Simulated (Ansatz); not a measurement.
NbCl₅ in space group C2/m (No. 12; Pearson symbol mS72), DFT-LDA in the program Ansatz with PAW potentials. The conduction-band minimum lies at Y2, with 1 equivalent valley. Second derivatives d²E/dk² of the lowest band at one valley (eV·Å²), along Cartesian directions:

| direction | d²E/dk² |
|---|---|
| [100] | 3.390 |
| [010] | 1.323 |
| [001] | 2.678 |
| [110] | 2.358 |
| [101] | 3.250 |
| [011] | 2.005 |

Question: Find the principal effective masses, the density-of-states mass and the conductivity mass.

Answer: Off-diagonal terms follow from H_xy = H[110] − (H_xx + H_yy)/2, and m*/mₑ = 7.620 eV·Å² over each eigenvalue: 2.2, 2.9, 5.8. One valley's DOS mass (m₁m₂m₃)^(1/3) = 3.3, conductivity mass 3/(Σ 1/mᵢ) = 3.1 mₑ.

Question: What effective density of states Nc follows at 300 K for parabolic valleys?

Answer: Nc = 2.509e19 × 1 × (3.3)^(3/2) ≈ 1.5e20 cm⁻³.

The workflow started from a Materials Project entry (that database holds measured and hypothetical structures alike); the Crystallography Open Database files this formula in space group No. 12, but the cells were not matched. Whether it is the stable phase at ambient conditions was not checked. Symmetry was held in the LDA relaxation; its stability against distortions is not shown here. The run is not spin-polarised. A crystal of weakly bound molecules computed without a dispersion correction: the cell and the soft elastic constants depend strongly on that. Scalar-relativistic: spin–orbit coupling is off unless named, which matters more the heavier the elements.

Potentials: the later of the program's two PAW sets.

Edges and masses are those of Kohn–Sham bands, whose gap is no quasiparticle gap.
